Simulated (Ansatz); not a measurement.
Calculated with Ansatz: AlRu, settings compared

Run with:

```bash
ansatz run input.yaml --threads 1 --pin off --max-ram 2560MiB --backend cpu --events-out ev --progress --plain --runs-dir out
```

The input file (Ansatz 0.2.0, plane waves):

```yaml
crystal:
  lattice:
    - [3.030082, 0.0, 0.0]
    - [0.0, 3.030082, 0.0]
    - [0.0, 0.0, 3.030082]
  atoms:
    - { symbol: Ru, position: [0.5, 0.5, 0.5] }
    - { symbol: Al, position: [0.0, 0.0, 0.0] }
  symmetry: { tolerance: 0.0003 }
kpoints:
  mp_grid: { grid: [6, 6, 6], shift: [0, 0, 0] }
magnetization:
  spin_polarized: false
scf:
  occupations: { method: methfessel_paxton, width: 0.1055 }
hamiltonian:
  pseudopotentials: { kind: paw }
  xc: pbesol
basis:
  ecutwfc: 420
output:
  forces: true
  stress: true
  eigenvalues: true
  write_density: true
  write_potential: true
  elf: true
  volumetric_format: npy
```

Origin of the cell: a database entry, scaled a little.

Output of this run (shortened):

```
SCF iter   1: F=—  HF=-6342.264175 eV  Δρ=1.49e-2  dr2=3.80e-2
SCF iter   2: F=—  HF=-6342.258010 eV  S|Δr|=    0.00e0  Δρ=8.09e-3  dr2=1.24e-2
SCF iter   3: F=—  HF=-6342.255065 eV  S|Δr|=    0.00e0  Δρ=6.67e-4  dr2=5.11e-5
SCF iter   4: F=—  HF=-6342.255047 eV  S|Δr|=    0.00e0  Δρ=1.60e-4  dr2=5.55e-6
SCF iter   5: F=-6342.255046 eV  HF=-6342.255046 eV  S|Δr|=    0.00e0  Δρ=1.96e-5  dr2=3.81e-8
SCF 1 converged in 5 iterations: F = -6342.255046 eV  dr2 = 3.81e-8
SCF converged after 5 iterations
Stability not checked: this state was not tested for a lower state beside it, because cold or Methfessel-Paxton smearing, or corrected tetrahedra, fill the levels in a way that the test cannot read (fill_not_monotonic; […]
Free energy (F): -6342.255046 eV
Harris-Foulkes:  -6342.255046 eV  (|F-HF|=2.30e-8)
Internal energy: -6342.251794 eV  (E = F + TS)
E sigma→0 (E₀):  -6342.254233 eV
Entropy (-TS):   -0.003251 eV (-1.626 meV/atom)
Fermi energy:    15.126091 eV
--- Per-component energies (eV) ---
  E_band       = -134.630995
  E_kinetic    = 540.720348
  E_local      = -1834.941634  (includes V_loc(G=0)·N_el)
  E_nonlocal   = 356.156971
  E_hartree    = 649.919509
  E_xc         = -229.801975
  E_vxc        = -269.042723  (∫ρ·V_xc dr)
  E_paw        = -3855.087720  (= ΣΔE_a)
  E_vpaw       = -227.355902  (= ΣTr[D̂ρ^β])
  E_aug_tail   = -0.000188  (compensation charges beyond the density's cutoff)
  E_ewald      = -1969.489541
  E_core_change = 0.272435  (= ΣΔE_core)
  E_smearing   = -0.003251  (= −TS)
  Σ components = -6342.255046   (vs F -6342.255046, Δ=0.00e0)
--- Forces (eV/Å), atoms counted from 1 ---
  atom   1  Ru     0.000000    -0.000000     0.000000
  atom   2  Al    -0.000000     0.000000    -0.000000
  max |Σ_I F_I| component: 0.0 eV/Å
--- Stress (GPa, compression-positive) ---
      -10.614233      -0.000000       0.000000
       -0.000000     -10.614233       0.000000
        0.000000       0.000000     -10.614233
  P = ⅓ Tr σ = -10.6142 GPa (-106.142 kbar)
```

The same input was run again with these changes:

1. `basis.xc_grid` default → 3; `scf.initial_density.chi_scale` default → 0.1
2. `scf.initial_density.chi_scale` default → 0.0
3. `scf.n_extra_bands` default → 4
4. `basis.ecutwfc` 420 → "520 ev"; `scf.max_iter` default → 50

```
 run            end  SCF iterations  P (GPa)  max force component (eV/Å)  moment (μB)  ΔE(σ→0) (meV/atom)
base      converged               5   -10.61                       0.000            –                   0
   1      converged               7   -10.61                       0.000            –                0.00
   2      converged               7   -10.61                       0.000            –                0.00
   3      converged               5   -10.61                       0.000            –                0.00
   4  input refused               0        –                           –            –                   –
```

Energies are compared only where functional, datasets, charge and starting cell are the same.

Caveats of the base run: no moments, though an odd count or open d shells may carry them; the k mesh is coarse if the cell is a metal.

The base run took 1 s on 1 thread of Arm Neoverse V1, with other jobs on the host, peak memory 0.27 GiB, from the program's own first density.
